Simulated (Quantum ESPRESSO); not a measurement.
Ga7MgP7S, finding a planted mistake in a log

Simulated, not a measurement. The program is pw.x of Quantum ESPRESSO 7.5 (plane-wave density functional theory). The cell is made up: 16 atoms on a doubled zincblende/diamond lattice, with randomly drawn elements, strain and displacements, not relaxed. PseudoDojo standard norm-conserving files (v0.5 for PBE, v0.4.1 for LDA and PBEsol) set the functional; there is no spin polarisation, spin-orbit coupling or dispersion term, and the masses in the input are unused placeholders.

Intended input:

```
&control calculation='scf', pseudo_dir='./dojo.nc.sr.pbe.v0_5.standard.upf', outdir='./o', disk_io='medium', tprnfor=.true., tstress=.true. /
&system ibrav=0, nat=16, ntyp=4, nbnd=77, ecutwfc=84.00895049, nosym=.true., tot_charge=0,
 occupations='smearing', smearing='fd', degauss=0.0018374661
/
&electrons conv_thr=7.350e-09, electron_maxstep=60, /
ATOMIC_SPECIES
Ga 1.0 Ga.upf
Mg 1.0 Mg.upf
P 1.0 P.upf
S 1.0 S.upf
CELL_PARAMETERS angstrom
5.5294 -0.0142 0.0201
-0.0142 5.4571 0.0707
0.0403 0.1413 11.0559
ATOMIC_POSITIONS angstrom
Ga -0.0 0.0598 0.0839
Ga 0.0371 2.755 2.599
Ga 3.0327 0.0213 2.8815
Mg 2.7188 2.7311 -0.0306
Ga 0.0638 0.0799 5.567
Ga 0.0345 2.8528 8.2095
Ga 2.739 0.1166 8.3419
Ga 2.8051 2.5889 5.5899
P 1.4543 1.3356 1.338
P 1.5199 4.2191 4.2695
P 4.0723 1.24 4.154
S 4.131 4.0792 1.4385
P 1.458 1.4381 6.9571
P 1.3979 4.1681 9.8969
P 4.1586 1.4269 9.7345
P 4.2666 4.1978 6.9457
K_POINTS automatic
4 4 2 1 1 1
```

The log is shortened where brackets say so; the opening notice, blank lines, dates and the lines on written files are dropped, and the path of the files is cut. It prints rydbergs, bohrs and kilobars, and counts compression as positive stress. Where no state is partly filled, the Fermi energy that it prints is only some level between the filled and the empty states on the mesh, and need not lie in the true gap.

Log of the intended run:

```
     Program PWSCF v.7.5
     Parallel version (MPI & OpenMP), running on       1 processor cores
     Number of MPI processes:                 1
     Threads/MPI process:                     1
     [start-up lines left out]
     bravais-lattice index     =            0
     lattice parameter (alat)  =      10.4492  a.u.
     unit-cell volume          =    2250.8676 (a.u.)^3
     number of atoms/cell      =           16
     number of atomic types    =            4
     number of electrons       =       142.00
     number of Kohn-Sham states=           77
     kinetic-energy cutoff     =      84.0090  Ry
     charge density cutoff     =     336.0358  Ry
     scf convergence threshold =      7.3E-09
     mixing beta               =       0.7000
     number of iterations used =            8  plain     mixing
     Exchange-correlation= PBE
                           (   1   4   3   4   0   0   0)
     [axes and pseudopotential details left out]
   Cartesian axes
     site n.     atom                  positions (alat units)
         1        Ga     tau(   1) = (  -0.0000000   0.0108148   0.0151733  )
         2        Ga     tau(   2) = (   0.0067095   0.4982408   0.4700283  )
         3        Ga     tau(   3) = (   0.5484628   0.0038521   0.5211183  )
         4        Mg     tau(   4) = (   0.4916940   0.4939185  -0.0055340  )
         5        Ga     tau(   5) = (   0.0115382   0.0144499   1.0067900  )
         6        Ga     tau(   6) = (   0.0062393   0.5159279   1.4846853  )
         7        Ga     tau(   7) = (   0.4953472   0.0210871   1.5086298  )
         8        Ga     tau(   8) = (   0.5073014   0.4682017   1.0109315  )
         9        P      tau(   9) = (   0.2630097   0.2415428   0.2419768  )
        10        P      tau(  10) = (   0.2748734   0.7630228   0.7721376  )
        11        P      tau(  11) = (   0.7364741   0.2242536   0.7512495  )
        12        S      tau(  12) = (   0.7470899   0.7377219   0.2601522  )
        13        P      tau(  13) = (   0.2636788   0.2600799   1.2581892  )
        14        P      tau(  14) = (   0.2528097   0.7537995   1.7898510  )
        15        P      tau(  15) = (   0.7520814   0.2580544   1.7604810  )
        16        P      tau(  16) = (   0.7716131   0.7591707   1.2561275  )
     number of k points=    16  Fermi-Dirac smearing, width (Ry)=  0.0018
                       cart. coord. in units 2pi/alat
        k(    1) = (   0.1248762   0.1253891   0.1229763), wk =   0.1250000
        k(    2) = (   0.1257937   0.1286318  -0.1271365), wk =   0.1250000
     [further k points left out]
     Dense  grid:   234141 G-vectors     FFT dimensions: (  64,  64, 125)
     Estimated max dynamical RAM per process >     457.34 MB
     Initial potential from superposition of free atoms
     starting charge     141.9795, renormalised to     142.0000
     Starting wfcs are  100 randomized atomic wfcs
     total cpu time spent up to now is       34.3 secs
     per-process dynamical memory:   276.8 Mb
     Self-consistent Calculation
     iteration #  1     ecut=    84.01 Ry     beta= 0.70
     Davidson diagonalization with overlap
     ethr =  1.00E-02,  avg # of iterations =  3.8
     Threshold (ethr) on eigenvalues was too large:
     Diagonalizing with lowered threshold
     Davidson diagonalization with overlap
     ethr =  5.40E-04,  avg # of iterations =  2.0
     total cpu time spent up to now is      217.6 secs
     total energy              =   -1308.47205243 Ry
     estimated scf accuracy    <       0.77544179 Ry
     iteration #  2     ecut=    84.01 Ry     beta= 0.70
     Davidson diagonalization with overlap
     ethr =  5.46E-04,  avg # of iterations =  6.8
     total cpu time spent up to now is      331.8 secs
     total energy              =   -1308.53470298 Ry
     estimated scf accuracy    <       0.65566020 Ry
     [iterations 3 to 11 left out]
     iteration # 12     ecut=    84.01 Ry     beta= 0.70
     Davidson diagonalization with overlap
     ethr =  2.89E-10,  avg # of iterations =  2.0
     total cpu time spent up to now is     1209.6 secs
     total energy              =   -1308.73463313 Ry
     estimated scf accuracy    <       0.00000006 Ry
     iteration # 13     ecut=    84.01 Ry     beta= 0.70
     Davidson diagonalization with overlap
     ethr =  4.38E-11,  avg # of iterations =  4.0
     total cpu time spent up to now is     1269.1 secs
     End of self-consistent calculation
     [lines on levels left out]
     the Fermi energy is     7.7340 ev
!    total energy              =   -1308.73463314 Ry
     estimated scf accuracy    <          1.9E-09 Ry
     smearing contrib. (-TS)   =      -0.00000000 Ry
     internal energy E=F+TS    =   -1308.73463314 Ry
     The total energy is F=E-TS. E is the sum of the following terms:
     one-electron contribution =    -653.74497649 Ry
     hartree contribution      =     422.79924217 Ry
     xc contribution           =    -344.32254801 Ry
     ewald contribution        =    -733.46635080 Ry
     convergence has been achieved in  13 iterations
     Forces acting on atoms (cartesian axes, Ry/au):
     atom    1 type  1   force =     0.01800279   -0.00521476   -0.05176645
     atom    2 type  1   force =     0.03509021   -0.02097385    0.07259546
     atom    3 type  1   force =    -0.13675902   -0.07609552   -0.09555125
     atom    4 type  2   force =     0.06364940   -0.02851339    0.02196830
     atom    5 type  1   force =     0.02603650    0.00701189   -0.02312895
     atom    6 type  1   force =     0.01522451   -0.00997591    0.07057377
     atom    7 type  1   force =     0.02034561   -0.03529118    0.02988564
     atom    8 type  1   force =     0.01664519    0.06987507   -0.01763757
     atom    9 type  3   force =    -0.01447786   -0.03097328    0.06494045
     atom   10 type  3   force =    -0.02647310   -0.05171153   -0.02589125
     atom   11 type  3   force =     0.13575952    0.13213758    0.07115599
     atom   12 type  4   force =     0.00064455    0.01335239    0.00987590
     atom   13 type  3   force =    -0.03710450   -0.00837020    0.00495710
     atom   14 type  3   force =    -0.07885019    0.06833142   -0.09609161
     atom   15 type  3   force =     0.03063770    0.00145452   -0.03721024
     atom   16 type  3   force =    -0.06837131   -0.02504325    0.00132473
     Total force =     0.378711     Total SCF correction =     0.000196
     Computing stress (Cartesian axis) and pressure
          total   stress  (Ry/bohr**3)                   (kbar)     P=       36.36
   0.00022905   0.00001003   0.00004738           33.69        1.47        6.97
   0.00001003   0.00031674  -0.00010722            1.47       46.59      -15.77
   0.00004738  -0.00010722   0.00019565            6.97      -15.77       28.78
     init_run     :     32.06s CPU     34.24s WALL (       1 calls)
     electrons    :   1194.88s CPU   1234.79s WALL (       1 calls)
     forces       :     11.52s CPU     11.71s WALL (       1 calls)
     stress       :     46.70s CPU     48.22s WALL (       1 calls)
     [timing details left out]
     PWSCF        :  21m25.47s CPU  22m10.41s WALL
     JOB DONE.
```

A second run was made from an input with one planted mistake. Its log:

```
     Program PWSCF v.7.5
     Parallel version (MPI & OpenMP), running on       4 processor cores
     Number of MPI processes:                 4
     Threads/MPI process:                     1
     [start-up lines left out]
     bravais-lattice index     =            0
     lattice parameter (alat)  =      10.4492  a.u.
     unit-cell volume          =    2250.8676 (a.u.)^3
     number of atoms/cell      =           16
     number of atomic types    =            4
     number of electrons       =       142.00
     number of Kohn-Sham states=           77
     kinetic-energy cutoff     =      84.0090  Ry
     charge density cutoff     =     336.0358  Ry
     scf convergence threshold =      7.3E-09
     mixing beta               =       0.7000
     number of iterations used =            8  plain     mixing
     Exchange-correlation= SLA  PW   NOGX NOGC
                           (   1   4   0   0   0   0   0)
     [axes and pseudopotential details left out]
   Cartesian axes
     site n.     atom                  positions (alat units)
         1        Ga     tau(   1) = (  -0.0000000   0.0108148   0.0151733  )
         2        Ga     tau(   2) = (   0.0067095   0.4982408   0.4700283  )
         3        Ga     tau(   3) = (   0.5484628   0.0038521   0.5211183  )
         4        Mg     tau(   4) = (   0.4916940   0.4939185  -0.0055340  )
         5        Ga     tau(   5) = (   0.0115382   0.0144499   1.0067900  )
         6        Ga     tau(   6) = (   0.0062393   0.5159279   1.4846853  )
         7        Ga     tau(   7) = (   0.4953472   0.0210871   1.5086298  )
         8        Ga     tau(   8) = (   0.5073014   0.4682017   1.0109315  )
         9        P      tau(   9) = (   0.2630097   0.2415428   0.2419768  )
        10        P      tau(  10) = (   0.2748734   0.7630228   0.7721376  )
        11        P      tau(  11) = (   0.7364741   0.2242536   0.7512495  )
        12        S      tau(  12) = (   0.7470899   0.7377219   0.2601522  )
        13        P      tau(  13) = (   0.2636788   0.2600799   1.2581892  )
        14        P      tau(  14) = (   0.2528097   0.7537995   1.7898510  )
        15        P      tau(  15) = (   0.7520814   0.2580544   1.7604810  )
        16        P      tau(  16) = (   0.7716131   0.7591707   1.2561275  )
     number of k points=    16  Fermi-Dirac smearing, width (Ry)=  0.0018
                       cart. coord. in units 2pi/alat
        k(    1) = (   0.1248762   0.1253891   0.1229763), wk =   0.1250000
        k(    2) = (   0.1257937   0.1286318  -0.1271365), wk =   0.1250000
     [further k points left out]
     Dense  grid:   234141 G-vectors     FFT dimensions: (  64,  64, 125)
     Estimated max dynamical RAM per process >     594.89 MB
     Estimated total dynamical RAM >       2.16 GB
     Initial potential from superposition of free atoms
     starting charge     141.9839, renormalised to     142.0000
     Starting wfcs are  100 randomized atomic wfcs
     total cpu time spent up to now is       10.9 secs
     per-process dynamical memory:   402.0 Mb
     Self-consistent Calculation
     iteration #  1     ecut=    84.01 Ry     beta= 0.70
     Davidson diagonalization with overlap
     ethr =  1.00E-02,  avg # of iterations =  3.6
     Threshold (ethr) on eigenvalues was too large:
     Diagonalizing with lowered threshold
     Davidson diagonalization with overlap
     ethr =  5.03E-04,  avg # of iterations =  2.0
     total cpu time spent up to now is       53.2 secs
     total energy              =   -1307.24148492 Ry
     estimated scf accuracy    <       0.72783073 Ry
     iteration #  2     ecut=    84.01 Ry     beta= 0.70
     Davidson diagonalization with overlap
     ethr =  5.13E-04,  avg # of iterations =  6.8
     total cpu time spent up to now is       81.4 secs
     total energy              =   -1307.26920760 Ry
     estimated scf accuracy    <       0.71330403 Ry
     [iterations 3 to 11 left out]
     iteration # 12     ecut=    84.01 Ry     beta= 0.70
     Davidson diagonalization with overlap
     ethr =  1.82E-10,  avg # of iterations =  2.0
     total cpu time spent up to now is      364.8 secs
     total energy              =   -1307.48823987 Ry
     estimated scf accuracy    <       0.00000005 Ry
     iteration # 13     ecut=    84.01 Ry     beta= 0.70
     Davidson diagonalization with overlap
     ethr =  3.41E-11,  avg # of iterations =  4.0
     total cpu time spent up to now is      390.2 secs
     End of self-consistent calculation
     [lines on levels left out]
     the Fermi energy is     7.3936 ev
!    total energy              =   -1307.48823988 Ry
     estimated scf accuracy    <          1.5E-09 Ry
     smearing contrib. (-TS)   =      -0.00000000 Ry
     internal energy E=F+TS    =   -1307.48823988 Ry
     The total energy is F=E-TS. E is the sum of the following terms:
     one-electron contribution =    -657.98442856 Ry
     hartree contribution      =     422.49658959 Ry
     xc contribution           =    -338.53405011 Ry
     ewald contribution        =    -733.46635080 Ry
     convergence has been achieved in  13 iterations
     Forces acting on atoms (cartesian axes, Ry/au):
     atom    1 type  1   force =     0.01744147   -0.00581850   -0.04934269
     atom    2 type  1   force =     0.03197345   -0.02003614    0.06738952
     atom    3 type  1   force =    -0.12985384   -0.07238911   -0.08742556
     atom    4 type  2   force =     0.06068864   -0.02724852    0.02163690
     atom    5 type  1   force =     0.02391123    0.00526044   -0.02134864
     atom    6 type  1   force =     0.01406616   -0.00955299    0.06612016
     atom    7 type  1   force =     0.01876253   -0.03167408    0.02878981
     atom    8 type  1   force =     0.01368781    0.06524378   -0.01678498
     atom    9 type  3   force =    -0.01913453   -0.03070005    0.06219041
     atom   10 type  3   force =    -0.02319712   -0.04831081   -0.02424103
     atom   11 type  3   force =     0.12739715    0.12318191    0.06713118
     atom   12 type  4   force =     0.00567507    0.01653084    0.01314804
     atom   13 type  3   force =    -0.03387888   -0.00745879    0.00385052
     atom   14 type  3   force =    -0.07712908    0.06926266   -0.09475529
     atom   15 type  3   force =     0.03131728   -0.00142536   -0.03786073
     atom   16 type  3   force =    -0.06172735   -0.02486529    0.00150237
     Total force =     0.358912     Total SCF correction =     0.000181
     Computing stress (Cartesian axis) and pressure
          total   stress  (Ry/bohr**3)                   (kbar)     P=      -14.01
  -0.00011381   0.00001327   0.00004412          -16.74        1.95        6.49
   0.00001327  -0.00002397  -0.00010305            1.95       -3.53      -15.16
   0.00004412  -0.00010305  -0.00014791            6.49      -15.16      -21.76
     init_run     :      9.90s CPU     10.33s WALL (       1 calls)
     electrons    :    373.07s CPU    379.32s WALL (       1 calls)
     forces       :      4.04s CPU      4.12s WALL (       1 calls)
     stress       :     13.11s CPU     13.38s WALL (       1 calls)
     [timing details left out]
     PWSCF        :   6m40.75s CPU   6m47.93s WALL
     JOB DONE.
```

Question: what was wrong in the second input?

Answer: the files are those of another functional. The input lines that differ, file-writing options aside:

```
- &control calculation='scf', pseudo_dir='./dojo.nc.sr.pbe.v0_5.standard.upf', outdir='./o', disk_io='medium', tprnfor=.true., tstress=.true. /
+ &control calculation='scf', pseudo_dir='./dojo.nc.sr.lda.v0_4_1.standard.upf', outdir='./o', disk_io='low', tprnfor=.true., tstress=.true. /
```

|  | intended run | run with the mistake |
| --- | --- | --- |
| free energy (eV) | -17806.242 | -17789.284 |
| smearing term -TS (eV) | 0.0000 | 0.0000 |
| pressure (GPa) | 3.64 | -1.40 |
| largest force component (eV/Å) | 3.516 | 3.339 |
| largest change of a force component (eV/Å) |  | 0.230 |
| iterations | 13 | 13 |

For scale, a rerun of the intended cell at a cutoff of 1437 eV and k mesh 6 x 6 x 4 moved values by no more than 0.017 eV in energy, 0.02 GPa in stress and 0.005 eV/Å in force. Files of another functional have another zero of energy, so the energy change says nothing on stability.